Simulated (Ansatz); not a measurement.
Question: Sn (β-Sn type, I4_1/amd) is relaxed with DFT-r²SCAN in the program Ansatz with PAW potentials. What lattice parameters of the conventional cell result?

Answer: a = 5.858 Å, c = 3.215 Å.

Symmetry was held in the r²SCAN relaxation. Axis ratios of metals converge slowly with the k-mesh, so a and c are less sure than the volume. Scalar-relativistic: spin–orbit coupling is off unless named, which matters more the heavier the elements.

Potentials: the later of the program's two PAW sets.
